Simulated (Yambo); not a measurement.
G0W0@PBEsol for KHgF3 (space group Cmmm, No. 65, within 0.06 Å of Pm-3m) in Yambo (2×2×2 mesh, 7 Ry block, plasmon pole, screening fixed), without a terminator:

```json
[
 {"bands N in G": "60", "gap (-0.5, -0.5, -0.5) → Γ (eV)": "2.101", "shift of the valence edge (eV)": "-0.264"},
 {"bands N in G": "95", "gap (-0.5, -0.5, -0.5) → Γ (eV)": "2.137", "shift of the valence edge (eV)": "-0.543"},
 {"bands N in G": "142", "gap (-0.5, -0.5, -0.5) → Γ (eV)": "2.189", "shift of the valence edge (eV)": "-0.710"}
]
```

Problem. Extrapolate both columns to infinite N with E(N) = E∞ + A/N, test the form, and compare with the terminator.

Solution. From two points, E∞ = (N2 E2 − N1 E1)/(N2 − N1). The two largest N give 2.29 eV for the gap and -1.05 eV for the shift; the two smallest give 2.20 eV and -1.02 eV. For the gap the slopes A are -5.9 and -15 eV: the form isn't reached, and its limit is uncertain. For the shift the slopes A are 45 and 48 eV: the 1/N form holds. With the Bruneval-Gonze terminator and 142 bands the run gives 2.35 eV and -0.98 eV, 0.06 eV and 0.07 eV from the extrapolated values: the terminator too is an estimate of the remainder. Block, mesh and the bands in W are held fixed.

Spin-orbit coupling is not included.

Geometry of the Materials Project entry, not relaxed at this level; primitive cell a = 4.5326 Å, b = 4.5326 Å, c = 4.5244 Å, α = 90.00°, β = 90.00°, γ = 90.11°.

A shift is the quasiparticle energy of the state minus its PBEsol energy.
